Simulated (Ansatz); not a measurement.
Input and command of a plane-wave DFT calculation in Ansatz:

```yaml
crystal:
  lattice:
    - [3.27, 0.0, 0.0]
    - [0.0, 3.27, 0.0]
    - [0.0, 0.0, 3.27]
  atoms:
    - { symbol: Sc, position: [0.4770642202, 0.5, 0.5] }
    - { symbol: Pt, position: [0.0, 0.0, 0.0] }
basis:
  ecutwfc: 500
kpoints:
  mp_grid: { grid: [14, 14, 14] }
hamiltonian:
  xc: r2scan
scf:
  occupations: { method: gaussian, width: 0.15 }
output:
  forces: true
  stress: true
  eigenvalues: true
```

```bash
ansatz run input.yaml --threads 1 --pin off --max-ram 2560MiB --backend cpu --events-out ev --progress --plain --runs-dir out
```

Processor: Arm Neoverse V1, 1 thread, on a host shared with other jobs.

Estimate time, memory and problem size.

About 32 s on 1 thread of Arm Neoverse V1, on a shared host, peak memory 0.57 GiB. It solves 19 bands at 288 k points (the mesh reduced by symmetry) with about 895 plane waves, in 7 SCF iterations.
